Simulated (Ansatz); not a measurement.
# Al$_{6}$Fe$_{5}$Co (P4/mmm) at 2 levels of theory

One geometry, relaxed with PBE; plane waves with PAW potentials in Ansatz, scalar-relativistic. Collinear spin, ending at 3.2 μB a primitive cell. Gaps are the least over mesh and band path; pressure is positive in compression.

```yaml
crystal:
  lattice:
    - [2.86893, 0.00000, 0.00000]
    - [0.00000, 2.86893, 0.00000]
    - [0.00000, 0.00000, 17.23628]
  atoms:
    - { symbol: Al, position: [0.00000, 0.00000, 0.58351] }
    - { symbol: Al, position: [0.00000, 0.00000, 0.41649] }
    - { symbol: Al, position: [0.00000, 0.00000, 0.24935] }
    - { symbol: Al, position: [0.00000, 0.00000, 0.08333] }
    - { symbol: Al, position: [0.00000, 0.00000, 0.91667] }
    - { symbol: Al, position: [0.00000, 0.00000, 0.75065] }
    - { symbol: Co, position: [0.50000, 0.50000, 0.00000] }
    - { symbol: Fe, position: [0.50000, 0.50000, 0.50000] }
    - { symbol: Fe, position: [0.50000, 0.50000, 0.33281] }
    - { symbol: Fe, position: [0.50000, 0.50000, 0.16645] }
    - { symbol: Fe, position: [0.50000, 0.50000, 0.83355] }
    - { symbol: Fe, position: [0.50000, 0.50000, 0.66719] }
```

```json
{"level": "PBE", "cutoff (eV)": "420", "k mesh": "14×14×4", "gap (eV)": "0", "pressure (GPa)": "0.0", "largest moment (μB)": "0.73"}
```

Problem. What comes out on the same cell with r2SCAN?

Solution.
```json
{"level": "r2SCAN", "cutoff (eV)": "500", "k mesh": "14×14×4", "gap (eV)": "0", "pressure (GPa)": "-2.2", "largest moment (μB)": "1.21"}
```

The state reached may not be the lowest one.

The cell was found from a structure generator's guess, not taken from experiment.
